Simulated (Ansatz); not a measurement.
Space group P-3m1 (No. 164). a = 4.189 Å, b = 4.189 Å, c = 5.176 Å, α = 90.00°, β = 90.00°, γ = 120.00°
```csv
atom,site,symmetry,x,y,z
Te,2d,3m.,0.6667,0.3333,0.2881
Au,1a,-3m.,0.0000,0.0000,0.0000
```

Equation of state of this Te2Au structure (not necessarily the ground state), with shape and atoms relaxed at each volume where symmetry leaves them free. It has no gap at any of these volumes. Theory: DFT r2SCAN, scalar-relativistic, plane waves, PAW in Ansatz 0.2.0.

Plane waves to 500 eV, a k mesh through Γ of 12×12×8 on the computed 3-atom cell and Gaussian smearing (0.10 eV); no spin polarisation.

| V (Å³/atom) | E − E(largest V) (meV/atom) | P (GPa) |
| --- | --- | --- |
| 23.071 | 64.69 | 13.12 |
| 23.857 | 11.01 | 8.88 |
| 24.644 | -23.59 | 5.36 |
| 25.430 | -42.37 | 2.43 |
| 26.217 | -48.06 | 0.02 |
| 27.003 | -42.98 | -1.96 |
| 27.790 | -29.12 | -3.56 |
| 28.838 | 0.00 | -5.17 |

**Question.** Fit a third-order Birch–Murnaghan equation to E(V).

**Answer.** V0 = 26.22 Å³/atom, B0 = 72 GPa, B0' = 5.6.

Spin-orbit coupling is left out, which matters for the bands of heavy elements.

Cost: 8 runs of about 13 core-minutes in all, on Intel Xeon Platinum 8488C (Sapphire Rapids) (shared hosts).